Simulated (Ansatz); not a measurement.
GePd:
```yaml
crystal:
  lattice:
    - [3.17491, 0.00000, 0.00000]
    - [0.00000, 3.17491, 0.00000]
    - [0.00000, 0.00000, 3.17491]
  atoms:
    - { symbol: Pd, position: [0.00000, 0.00000, 0.00000] }
    - { symbol: Ge, position: [0.50000, 0.50000, 0.50000] }
```

Relaxed with PBE. Special points in fractions of this cell's reciprocal vectors: Γ (0.000, 0.000, 0.000); X (0.000, 0.500, 0.000); M (0.500, 0.500, 0.000); R (0.500, 0.500, 0.500).

Problem. List the band energies nearest the Fermi level at these points for DFT-PBE with spin–orbit coupling in the program Ansatz with PAW potentials.

Solution. In eV from the Fermi level; about four levels below and three above (degenerate sets whole), none deeper than 8.9 eV; points with the same levels are listed once.

```csv
k,below,above
Γ,-2.44 -2.44 -2.44 -2.44 -2.17 -2.17,2.00 2.00 2.41 2.41 2.41 2.41
X,-2.27 -2.27 -1.14 -1.14,6.16 6.16 6.46 6.46
M,-1.64 -1.64 -0.48 -0.48,2.28 2.28 5.44 5.44
R,-1.58 -1.58 -1.58 -1.58,2.77 2.77 3.19 3.19 3.19 3.19
```

Space group Pm-3m (CsCl type). The cell is a constructed one: a structure type filled with these elements; neither database checked (COD, Materials Project) lists it. COD files the formula under space group No. 62, so this cell is another polymorph or a model. Whether it is the stable phase at ambient conditions was not checked. The PBE relaxation kept the symmetry of its start; its stability against distortions is not shown here. No spin polarisation was allowed.

Potentials: the earlier of the program's two PAW sets.
